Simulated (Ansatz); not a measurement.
Input:

BAs:
```cif
data_As3B3
_chemical_formula_sum 'B3 As3'
_space_group_name_H-M_alt 'P6222'
_space_group_IT_number 180
_space_group_name_Hall 'P 62 2 (0 0 4)'
_cell_length_a 3.42907
_cell_length_b 3.42907
_cell_length_c 7.40285
_cell_angle_alpha 90.000
_cell_angle_beta 90.000
_cell_angle_gamma 120.000
loop_
_atom_site_label
_atom_site_type_symbol
_atom_site_symmetry_multiplicity
_atom_site_Wyckoff_symbol
_atom_site_fract_x
_atom_site_fract_y
_atom_site_fract_z
_atom_site_occupancy
B1 B 3 d 0.50000 0.00000 0.50000 1
As1 As 3 c 0.50000 0.00000 0.00000 1
```

This is the PBEsol-relaxed structure.

### Question
All from the program Ansatz at the PBEsol level (PAW), unless another level is named. Predict the band gap.

### Answer
0.31 eV (indirect).

### Question
What about the smallest direct gap on the standard path?

### Answer
2.10 eV.

### Question
Next, the conduction-band minimum?

### Answer
at M (3 equivalent valleys).

### Question
What about the weight of the conduction-edge state by species (Voronoi cells)?

### Answer
B 54 %, As 46 %.

### Question
What about the weight of the valence-edge state by species (Voronoi cells)?

### Answer
B 58 %, As 42 %.

### Question
Predict the valence-band maximum.

### Answer
at Γ.

Space group P6_222. The start of the workflow was typed in or built on a structure type; neither database checked (COD, Materials Project) lists it. It is not the phase usual at ambient conditions (space group No. 216). The PBEsol relaxation kept the symmetry of its start; of distortions, only those at the zone centre were tested. Its formation energy is positive at this level, so the cell may be metastable or incomplete. Spin–orbit coupling is left out wherever it is not named.

Potentials: the later of the program's two PAW sets.
